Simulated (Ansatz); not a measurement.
# MoSi2: how the free axis answers a strain

MoSi2, I4/mmm, a = 3.202 Å, c = 7.819 Å. Ansatz: r2SCAN, PAW, 500 eV, Γ-centred 12×12×6 mesh on 6 atoms, Gaussian smearing 0.10 eV; no spin polarisation. Series: uniaxial strain along c, with a, b and atoms relaxed; x is the strain in per cent. y is the change of a in per cent of 3.202 Å.

| x (%) | y (%) |
| --- | --- |
| -4.5 | ? |
| -3.0 | 0.55 |
| -1.5 | 0.27 |
| 0.0 | 0.00 |
| 1.5 | -0.26 |
| 3.0 | -0.50 |
| 4.5 | -0.74 |

Task: Fit y = c1 x + c2 x² to the other rows, say what c1 measures, and predict the missing y.

Result: Least squares on the rows shown. y = −0.1756 x + 0.002564 x². So −c1 = 0.176 is Poisson's ratio for this pair of axes. At x = -4.5 the fit asked for gives 0.84 %. The run gave 0.84 %, the same to the digits shown.